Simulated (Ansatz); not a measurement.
BiBrO: input, output and frames of a trajectory

All numbers below come from DFT PBEsol, scalar-relativistic, plane waves, PAW (Ansatz). The runs took a 420 eV cutoff, a shifted (0.5, 0.0, 0.5 steps) 2×1×2 mesh and Fermi–Dirac smearing (0.16 eV). The mesh is coarse. Spin–orbit coupling is left out, which can shift energies with elements as heavy as these. No spin polarisation.

18 atoms, starting at 1.06 times the perfect crystal's volume (space group P4/nmm, the cell as given, not relaxed at this level); Nosé–Hoover thermostat at 1800 K, fixed cell; 88 steps of 4 fs. The run is short and not equilibrated. The time step is on the long side.

Self-consistency was reached.

It took 110 s on 4 threads of Intel(R) Xeon(R) 6975P-C (Granite Rapids), with other jobs on the host, peak memory 0.84 GiB.

Command:
```bash
ansatz run input.yaml --threads 4 --pin off --max-ram 5120MiB --backend cpu --events-out ev --progress --plain --runs-dir out
```

Input:
```yaml
crystal:
  lattice:
    - [-3.9968822639, -3.9968822639, 0.0]
    - [0.0, 0.0, 8.2690599898]
    - [-3.9968822639, 7.9937645278, 0.0]
  atoms:
    - { symbol: Bi, position: [0.5, 0.153, 0.5] }
    - { symbol: Bi, position: [0.1666666667, 0.153, 0.8333333333] }
    - { symbol: Bi, position: [0.8333333333, 0.153, 0.1666666667] }
    - { symbol: Bi, position: [0.3333333333, 0.847, 0.1666666667] }
    - { symbol: Bi, position: [0.0, 0.847, 0.5] }
    - { symbol: Bi, position: [0.6666666667, 0.847, 0.8333333333] }
    - { symbol: Br, position: [0.5, 0.65, 0.5] }
    - { symbol: Br, position: [0.1666666667, 0.65, 0.8333333333] }
    - { symbol: Br, position: [0.8333333333, 0.65, 0.1666666667] }
    - { symbol: Br, position: [0.3333333333, 0.35, 0.1666666667] }
    - { symbol: Br, position: [0.0, 0.35, 0.5] }
    - { symbol: Br, position: [0.6666666667, 0.35, 0.8333333333] }
    - { symbol: O, position: [0.6666666667, 0.0, 0.3333333333] }
    - { symbol: O, position: [0.3333333333, 0.0, 0.6666666667] }
    - { symbol: O, position: [0.0, 0.0, 0.0] }
    - { symbol: O, position: [0.1666666667, 0.0, 0.3333333333] }
    - { symbol: O, position: [0.8333333333, 0.0, 0.6666666667] }
    - { symbol: O, position: [0.5, 0.0, 0.0] }
basis:
  ecutwfc: 420
kpoints:
  mp_grid: { grid: [2, 1, 2], shift: [0.5, 0.0, 0.5] }
hamiltonian:
  xc: pbesol
scf:
  occupations: { method: fermi_dirac, width: 0.1551 }
  lower_state_search: "off"
  convergence: { dr2_threshold: 1.0e-07 }
output:
  forces: true
  stress: true
md:
  timestep: 4.0
  n_steps: 88
  ensemble: nvt_nose_hoover
  temperature: 1800.0
  initial_velocities: maxwell_boltzmann
  seed: 86937
```

Output (its end):
```
...
Harris-Foulkes:  -93238.377949 eV  (|F-HF|=2.72e-8)
Internal energy: -93238.375013 eV  (E = F + TS)
E sigma→0 (E₀):  -93238.376481 eV
Entropy (-TS):   -0.002937 eV (-0.163 meV/atom)
Fermi energy:    8.148509 eV
--- Per-component energies (eV) ---
  E_band       = -821.832108
  E_kinetic    = 3645.290367
  E_local      = -16726.136364  (includes V_loc(G=0)·N_el)
  E_nonlocal   = 4109.884281
  E_hartree    = 6104.223788
  E_xc         = -2908.979632
  E_vxc        = -2049.168838  (∫ρ·V_xc dr)
  E_paw        = -77187.275491  (= ΣΔE_a)
  E_vpaw       = -2010.159268  (= ΣTr[D̂ρ^β])
  E_aug_tail   = 0.011406  (compensation charges beyond the density's cutoff)
  E_ewald      = -10276.697232
  E_core_change = 1.303863  (= ΣΔE_core)
  E_smearing   = -0.002937  (= −TS)
  E_closure    = 0.000000  (closes the sum)
  Σ components = -93238.377950   (vs F -93238.377950, Δ=0.00e0)
--- Forces (eV/Å), atoms counted from 1 ---
  atom   1  Bi     1.34587130     0.17946855    -0.62003924
  atom   2  Bi    -0.64535736    -0.02291566     1.51892268
  atom   3  Bi    -0.90053251    -1.04882708     0.01909357
  atom   4  Bi    -0.98966808     0.37654051     0.44233155
  atom   5  Bi    -0.71684729    -0.09541212     1.86595059
  atom   6  Bi     0.14006231     0.35535642     0.31136097
  atom   7  Br    -0.05043403    -0.11536009    -0.04102277
  atom   8  Br     0.63050832    -0.59904836     0.85647413
  atom   9  Br    -0.53364232     0.98211113     0.38319335
  atom  10  Br    -1.09734363    -0.25009265    -1.00372343
  atom  11  Br     0.60698366    -0.42289082     0.64410982
  atom  12  Br     0.69657719    -0.36416972    -0.02818110
  atom  13  O     -1.02163839     0.67724328    -1.21182422
  atom  14  O     -1.02144473    -1.51143037    -1.63581669
  atom  15  O      1.86140928    -0.80822172     0.19856510
  atom  16  O      0.49055927     1.59943472     0.22676257
  atom  17  O      1.86383577     0.50547660    -1.27805335
  atom  18  O     -0.65887812     0.56274966    -0.64812435
  max |Σ_I F_I| component: 2.08e-5 eV/Å
--- Stress (GPa, compression-positive) ---
       -1.499595      -0.280872       1.813280
       -0.280873      -1.835593      -1.237764
        1.813280      -1.237764      -1.138614
  P = ⅓ Tr σ = -1.4913 GPa (-14.913 kbar)
--- MD trajectory: 88 steps, t = 0.0 → 352.0 fs ---
  final state: T = 2249.4 K   F+E_penalty+E_count = -93238.37794951 eV   E_kin = 4.942844 eV
  conserved energy: peak-to-peak 4.443e-2 eV (2.468e-3 eV/atom) over 352.0 fs
```

Frames along the run (Å, eV/Å; dE is the potential energy from the first frame):

```xyz
18
Lattice="-3.997 -3.997 0.000 0.000 0.000 8.269 -3.997 7.994 0.000" Properties=species:S:1:pos:R:3:forces:R:3 pbc="T T T" time_fs=0.00 dE_eV=0.0000 T_K=1800
Bi   -3.997    1.998    1.265    0.000    0.000   -0.314
Bi   -3.997    5.995    1.265    0.000    0.000   -0.314
Bi   -3.997   -1.998    1.265    0.000    0.000   -0.314
Bi   -1.998    0.000    7.004    0.000    0.000    0.314
Bi   -1.998    3.997    7.004    0.000    0.000    0.314
Bi   -5.995    3.997    7.004    0.000    0.000    0.314
Br   -3.997    1.998    5.375    0.000    0.000    0.505
Br   -3.997    5.995    5.375    0.000    0.000    0.505
Br   -3.997   -1.998    5.375    0.000    0.000    0.505
Br   -1.998    0.000    2.894    0.000    0.000   -0.505
Br   -1.998    3.997    2.894    0.000    0.000   -0.505
Br   -5.995    3.997    2.894    0.000    0.000   -0.505
O    -3.997    0.000    0.000    0.000    0.000   -0.006
O    -3.997    3.997    0.000    0.000    0.000   -0.006
O     0.000    0.000    0.000    0.000    0.000   -0.006
O    -1.998    1.998    0.000    0.000    0.000    0.006
O    -5.995    1.998    0.000    0.000    0.000    0.006
O    -1.998   -1.998    0.000    0.000    0.000    0.006
18
Lattice="-3.997 -3.997 0.000 0.000 0.000 8.269 -3.997 7.994 0.000" Properties=species:S:1:pos:R:3:forces:R:3 pbc="T T T" time_fs=32.00 dE_eV=1.8297 T_K=993
Bi   -3.943    1.990    1.339    0.760   -0.403   -0.715
Bi   -3.991    5.989    1.189    0.392    0.530    1.184
Bi   -3.935   -2.060    1.274   -0.723    0.592   -1.045
Bi   -2.082   -0.042    7.018    0.016    1.018   -0.462
Bi   -2.048    4.118    6.987    0.870   -1.179    0.356
Bi   -5.992    3.934    7.104    1.451    0.810   -1.598
Br   -3.832    1.975    5.595   -0.442    0.119   -0.386
Br   -3.939    5.977    5.364    0.422   -0.039    0.441
Br   -4.197   -1.892    5.348    0.075    0.335    0.178
Br   -1.993   -0.204    2.814    0.103    0.445   -0.233
Br   -2.026    4.021    2.532    0.402   -0.110    0.680
Br   -6.132    4.172    2.934    0.507   -0.151   -0.463
O    -3.964   -0.046    0.036   -0.040   -0.261    0.005
O    -4.017    4.056    0.341    0.068   -0.445   -1.675
O     0.125    0.306   -0.407   -0.666   -0.286    2.114
O    -1.987    1.940   -0.019   -0.475    0.108    0.615
O    -5.668    2.059   -0.147   -1.296   -0.325    0.952
O    -1.678   -1.842   -0.052   -1.424   -0.757    0.053
18
Lattice="-3.997 -3.997 0.000 0.000 0.000 8.269 -3.997 7.994 0.000" Properties=species:S:1:pos:R:3:forces:R:3 pbc="T T T" time_fs=64.00 dE_eV=1.8416 T_K=1091
Bi   -3.857    1.966    1.383   -0.135   -0.251   -0.463
Bi   -3.976    6.000    1.152   -0.980    0.316    0.714
Bi   -3.904   -2.092    1.250   -0.714    0.798    0.447
Bi   -2.170   -0.045    7.019    0.262    0.308    0.811
Bi   -2.063    4.191    6.989    0.567   -1.034    0.417
Bi   -5.943    3.906    7.150   -0.534    0.647   -0.614
Br   -3.724    1.968    5.780   -1.014    0.259   -0.872
Br   -3.837    5.952    5.408   -0.022   -0.094    0.197
Br   -4.386   -1.752    5.351    0.624   -0.065    0.263
Br   -1.974   -0.355    2.705   -0.151    1.183    0.380
Br   -2.024    4.040    2.240   -0.172   -0.161    1.522
Br   -6.208    4.324    2.919    0.645   -1.021    0.016
O    -3.970   -0.147    0.017   -0.193    0.737   -0.320
O    -4.003    3.961   -0.120   -0.161    0.252    1.062
O     0.110    0.166    0.058   -0.379   -1.991   -0.998
O    -2.160    1.910    0.182    1.017   -0.590   -1.259
O    -6.039    2.036    0.141    0.915    0.504   -1.127
O    -1.988   -2.055   -0.035    0.427    0.204   -0.176
18
Lattice="-3.997 -3.997 0.000 0.000 0.000 8.269 -3.997 7.994 0.000" Properties=species:S:1:pos:R:3:forces:R:3 pbc="T T T" time_fs=96.00 dE_eV=2.5825 T_K=909
Bi   -3.757    1.923    1.393   -0.117   -0.591   -1.868
Bi   -4.006    5.996    1.167   -0.166   -0.155    0.073
Bi   -3.907   -2.096    1.232   -1.281   -0.398   -0.336
Bi   -2.245   -0.032    7.045    1.034   -0.755   -0.665
Bi   -2.050    4.219    7.008    0.470   -0.623   -0.202
Bi   -5.909    3.904    7.153   -0.787    0.189   -1.773
Br   -3.736    1.995    5.863   -1.277    0.469   -1.379
Br   -3.727    5.915    5.474   -0.354    0.003   -0.446
Br   -4.514   -1.610    5.379    0.805   -0.590   -0.348
Br   -1.980   -0.375    2.631   -0.509    1.232    0.612
Br   -2.018    4.029    2.111    0.434   -0.178    1.601
Br   -6.215    4.365    2.901    0.394   -1.148    0.109
O    -4.067    0.044   -0.040    0.559   -0.547    0.947
O    -3.998    4.032   -0.109   -0.043    0.083    1.127
O    -0.214   -0.305   -0.058    0.881    1.025   -0.220
O    -1.972    1.682   -0.016   -0.486    1.512    1.307
O    -5.902    2.113   -0.009   -0.149   -0.225    1.268
O    -2.209   -2.241   -0.029    0.592    0.698    0.192
18
Lattice="-3.997 -3.997 0.000 0.000 0.000 8.269 -3.997 7.994 0.000" Properties=species:S:1:pos:R:3:forces:R:3 pbc="T T T" time_fs=128.00 dE_eV=2.7549 T_K=1039
Bi   -3.658    1.856    1.339   -2.076    0.927    1.223
Bi   -4.064    5.964    1.220    0.059    0.923    0.244
Bi   -3.967   -2.118    1.200   -0.121   -0.482   -0.291
Bi   -2.285   -0.036    7.058    1.429    0.059   -0.159
Bi   -2.011    4.219    7.037    0.041   -0.315    1.470
Bi   -5.913    3.912    7.093    0.073    0.184    0.466
Br   -3.898    2.076    5.789   -0.216   -0.020   -0.761
Br   -3.648    5.874    5.501   -0.415    0.128   -0.320
Br   -4.555   -1.517    5.377    0.815   -0.415   -0.243
Br   -2.045   -0.245    2.628    0.254    0.385    0.754
Br   -1.960    4.001    2.191    0.359    0.466    2.012
Br   -6.169    4.272    2.898    0.439   -0.297    0.023
O    -3.906   -0.062    0.225    0.049   -0.136   -1.327
O    -4.026    4.110    0.342   -0.114   -0.562   -2.246
O    -0.049    0.047   -0.431    0.138   -0.314    1.409
O    -2.014    1.995    0.096    0.631   -0.830   -1.715
O    -5.560    2.139    0.083   -1.767   -0.107   -0.526
O    -2.072   -2.082   -0.042    0.421    0.406   -0.015
18
Lattice="-3.997 -3.997 0.000 0.000 0.000 8.269 -3.997 7.994 0.000" Properties=species:S:1:pos:R:3:forces:R:3 pbc="T T T" time_fs=160.00 dE_eV=2.3271 T_K=1422
Bi   -3.630    1.822    1.300   -1.372    1.183   -0.419
Bi   -4.119    5.957    1.276    1.509   -0.273   -0.093
Bi   -4.049   -2.164    1.158    0.300    1.074    1.567
Bi   -2.256   -0.038    7.038    1.484    0.217   -2.144
Bi   -1.972    4.204    7.123   -0.939    0.131   -0.136
Bi   -5.908    3.930    7.029   -0.151   -0.165    0.320
Br   -4.111    2.167    5.606    0.306   -0.359   -0.208
Br   -3.615    5.848    5.486   -0.627    0.344   -0.455
Br   -4.493   -1.476    5.338    1.006   -0.653   -0.236
Br   -2.091   -0.042    2.715    0.383    0.179    0.428
Br   -1.864    4.013    2.503   -0.485   -0.083    0.093
Br   -6.063    4.125    2.893    0.158    0.135   -0.184
O    -3.859   -0.168    0.087   -0.725    1.128    0.028
O    -4.067    4.052   -0.091    0.462   -0.024    1.214
O     0.256    0.203    0.056   -0.258   -1.647   -1.305
O    -1.989    1.984   -0.261   -0.176   -0.636    1.853
O    -6.064    2.080    0.118    0.465    0.350   -0.291
O    -1.662   -1.733   -0.101   -1.342   -0.901   -0.031
18
Lattice="-3.997 -3.997 0.000 0.000 0.000 8.269 -3.997 7.994 0.000" Properties=species:S:1:pos:R:3:forces:R:3 pbc="T T T" time_fs=192.00 dE_eV=2.4172 T_K=1536
Bi   -3.678    1.845    1.257   -1.967    1.728    1.612
Bi   -4.119    5.945    1.329    0.690   -0.044   -0.534
Bi   -4.112   -2.187    1.163    2.063   -0.655    1.091
Bi   -2.154   -0.038    6.923    0.247   -0.692   -0.001
Bi   -1.976    4.197    7.206   -1.489    0.135   -1.630
Bi   -5.897    3.942    6.976   -0.300   -0.321    0.700
Br   -4.296    2.218    5.386    0.742   -0.546    0.355
Br   -3.661    5.864    5.416   -0.959    0.404   -0.172
Br   -4.303   -1.515    5.280    0.857   -0.694    0.686
Br   -2.088    0.191    2.864    0.599   -0.445    0.266
Br   -1.808    4.020    2.860   -0.439    0.025   -0.992
Br   -5.935    3.983    2.867   -0.409    0.197   -0.226
O    -4.086    0.217   -0.018    1.336   -1.366   -0.345
O    -4.004    3.905   -0.036   -0.460    0.070    0.505
O     0.181   -0.173    0.206   -1.038    2.273   -0.640
O    -1.908    1.703    0.083   -0.241    0.618   -1.228
O    -6.313    2.065   -0.075    1.368   -0.558    0.360
O    -1.944   -1.856   -0.100   -0.598   -0.124    0.191
18
Lattice="-3.997 -3.997 0.000 0.000 0.000 8.269 -3.997 7.994 0.000" Properties=species:S:1:pos:R:3:forces:R:3 pbc="T T T" time_fs=224.00 dE_eV=2.6485 T_K=1600
Bi   -3.811    1.927    1.269   -0.374   -0.636    0.129
Bi   -4.086    5.934    1.362   -0.123    0.167   -0.535
Bi   -4.102   -2.213    1.228   -0.015    0.130   -0.382
Bi   -2.037   -0.065    6.793   -0.225   -0.078    0.392
Bi   -2.029    4.179    7.220    0.838   -0.955   -1.059
Bi   -5.903    3.943    6.953   -0.707    0.276    0.490
Br   -4.403    2.207    5.199    0.831   -0.351    0.980
Br   -3.823    5.929    5.328   -0.638    0.127    0.623
Br   -4.004   -1.644    5.289    0.005   -0.653    0.338
Br   -2.018    0.382    3.053    0.264   -0.813   -0.229
Br   -1.816    4.034    3.117   -0.622    0.073   -1.508
Br   -5.847    3.863    2.810   -0.708    0.641   -0.310
O    -3.827    0.090   -0.253   -1.646    0.415    1.182
O    -4.147    3.948    0.263    0.832    1.114   -1.224
O    -0.283   -0.064   -0.118    0.901   -0.911    1.056
O    -1.978    1.890    0.018    0.105    1.316   -0.192
O    -5.943    2.060    0.007   -0.750   -0.100    0.619
O    -2.389   -2.117   -0.092    2.033    0.237   -0.369
18
Lattice="-3.997 -3.997 0.000 0.000 0.000 8.269 -3.997 7.994 0.000" Properties=species:S:1:pos:R:3:forces:R:3 pbc="T T T" time_fs=256.00 dE_eV=3.2244 T_K=1518
Bi   -3.980    2.000    1.301    0.624   -0.954   -0.259
Bi   -4.053    5.938    1.375   -0.148    0.496   -0.323
Bi   -4.066   -2.236    1.285   -0.049    0.678   -1.408
Bi   -1.934   -0.106    6.679   -0.494   -0.430    1.562
Bi   -2.057    4.130    7.174    1.484    1.459   -1.581
Bi   -5.935    3.952    6.953    0.199    0.276    0.614
Br   -4.410    2.156    5.117    0.692    0.297    1.182
Br   -4.082    6.023    5.298   -0.257    0.333    0.368
Br   -3.676   -1.862    5.346   -0.369   -0.439    0.181
Br   -1.904    0.487    3.227    0.055   -0.471   -0.702
Br   -1.891    4.057    3.205   -0.125   -0.042   -1.274
Br   -5.837    3.818    2.716   -0.729    1.082    0.276
O    -4.070    0.038   -0.026    0.835    0.566    0.402
O    -3.922    4.367   -0.079   -0.997   -1.195    0.410
O    -0.310   -0.158    0.098    0.419    0.953   -0.121
O    -2.093    2.344   -0.195    0.072   -3.135    1.873
O    -5.948    2.138    0.386   -0.387   -0.079   -1.772
O    -2.007   -2.130   -0.155   -0.826    0.603    0.571
18
Lattice="-3.997 -3.997 0.000 0.000 0.000 8.269 -3.997 7.994 0.000" Properties=species:S:1:pos:R:3:forces:R:3 pbc="T T T" time_fs=288.00 dE_eV=3.8783 T_K=1425
Bi   -4.130    2.034    1.325    1.487   -0.967   -0.303
Bi   -4.026    5.966    1.371   -0.283    0.389   -1.309
Bi   -4.037   -2.213    1.291   -0.788    2.063    0.524
Bi   -1.860   -0.158    6.623   -0.692    0.691    2.590
Bi   -2.017    4.107    7.082    0.749   -0.253    1.320
Bi   -5.964    3.974    6.984   -0.112   -0.095    0.533
Br   -4.336    2.127    5.182    0.205   -0.022    1.045
Br   -4.363    6.147    5.308    2.206   -0.845   -0.353
Br   -3.394   -2.141    5.422   -2.222    0.884   -0.400
Br   -1.779    0.536    3.333   -0.312   -0.416   -0.398
Br   -1.996    4.082    3.140   -0.266    0.254   -0.701
Br   -5.920    3.898    2.647   -0.457    0.578    0.540
O    -4.180    0.172    0.343   -1.039   -1.034   -1.695
O    -4.090    4.174   -0.273    1.291   -0.405    1.350
O     0.060   -0.022    0.305    0.040   -0.858   -1.802
O    -2.038    1.790    0.298    0.235    1.039   -0.886
O    -6.136    2.083   -0.100    0.171   -0.942    0.479
O    -1.916   -1.851    0.010   -0.213   -0.063   -0.534
18
Lattice="-3.997 -3.997 0.000 0.000 0.000 8.269 -3.997 7.994 0.000" Properties=species:S:1:pos:R:3:forces:R:3 pbc="T T T" time_fs=320.00 dE_eV=4.6151 T_K=1294
Bi   -4.221    2.018    1.335    1.749   -2.007    0.396
Bi   -4.010    6.009    1.307   -0.069   -0.245   -1.409
Bi   -4.039   -2.106    1.301   -1.493    0.598   -1.086
Bi   -1.812   -0.179    6.685   -0.516    1.696    1.913
Bi   -1.932    4.044    7.012   -1.936   -0.954   -1.742
Bi   -5.979    3.992    7.044    2.488   -0.417   -0.270
Br   -4.223    2.092    5.374   -0.007   -0.469    0.220
Br   -4.406    6.182    5.276    2.612   -1.210   -0.568
Br   -3.355   -2.341    5.455   -2.318    1.255   -0.732
Br   -1.682    0.537    3.386   -0.443   -0.190   -0.829
Br   -2.141    4.135    2.976   -0.294   -0.019   -0.144
Br   -6.062    4.051    2.635    0.226   -0.326    0.175
O    -4.548   -0.089    0.103    2.776    0.139    1.949
O    -3.986    3.751    0.288    0.090    2.243   -1.549
O     0.268   -0.073   -0.202   -2.450    0.739    1.880
O    -1.949    1.598    0.348   -0.636   -0.141   -0.539
O    -6.267    1.898   -0.388   -0.182    0.457    1.891
O    -1.941   -1.653   -0.014    0.402   -1.149    0.443
18
Lattice="-3.997 -3.997 0.000 0.000 0.000 8.269 -3.997 7.994 0.000" Properties=species:S:1:pos:R:3:forces:R:3 pbc="T T T" time_fs=352.00 dE_eV=3.1177 T_K=2249
Bi   -4.237    1.926    1.345    1.346    0.179   -0.620
Bi   -4.012    6.051    1.194   -0.645   -0.023    1.519
Bi   -4.100   -1.971    1.274   -0.901   -1.049    0.019
Bi   -1.790   -0.131    6.850   -0.990    0.377    0.442
Bi   -1.885    3.928    6.920   -0.717   -0.095    1.866
Bi   -5.931    3.998    7.115    0.140    0.355    0.311
Br   -4.101    2.006    5.620   -0.050   -0.115   -0.041
Br   -4.139    6.068    5.192    0.631   -0.599    0.856
Br   -3.593   -2.402    5.415   -0.534    0.982    0.383
Br   -1.646    0.509    3.345   -1.097   -0.250   -1.004
Br   -2.317    4.189    2.790    0.607   -0.423    0.644
Br   -6.184    4.182    2.646    0.697   -0.364   -0.028
O    -4.165   -0.153    0.121   -1.022    0.677   -1.212
O    -3.741    4.093    0.269   -1.021   -1.511   -1.636
O    -0.161    0.204   -0.081    1.861   -0.808    0.199
O    -2.273    1.564    0.050    0.491    1.599    0.227
O    -6.175    1.972    0.099    1.864    0.505   -1.278
O    -1.862   -2.044   -0.025   -0.659    0.563   -0.648
```